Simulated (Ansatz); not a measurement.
C in space group R-3 (No. 148; C on 18f, C on 6c) at seven volumes, plane-wave PAW PBE (Ansatz code), shape and atoms relaxed at each. One row is withheld.

| V (Å³/atom) | P (GPa) |
|---|---|
| 5.140 | 41.46 |
| 5.310 | ? |
| 5.479 | 11.76 |
| 5.648 | 0.01 |
| 5.818 | -10.07 |
| 5.987 | -18.69 |
| 6.157 | -26.02 |

Question: Fit the shown pressures and predict the withheld one.

Answer: Third-order Birch–Murnaghan: P = (3/2)B₀(x^(7/2) − x^(5/2))[1 + (3/4)(B′ − 4)(x − 1)] with x = (V₀/V)^(2/3). Least squares on the six rows gives V₀ = 5.648 Å³/atom, B₀ = 361.4 GPa, B′ = 4.16. At V = 5.310, x = 1.0420 and P = 25.36 GPa. The run itself gave 25.47 GPa.

The start of the workflow was typed in or built on a structure type; neither database checked (COD, Materials Project) lists it. It is not the phase usual at ambient conditions (space group No. 194, 227). The cell was relaxed with PBE under the symmetry of its start; whether a distortion lowers the energy is not shown. The volume moved by -17 % from the start of the relaxation.

Potentials: the earlier of the program's two PAW sets.
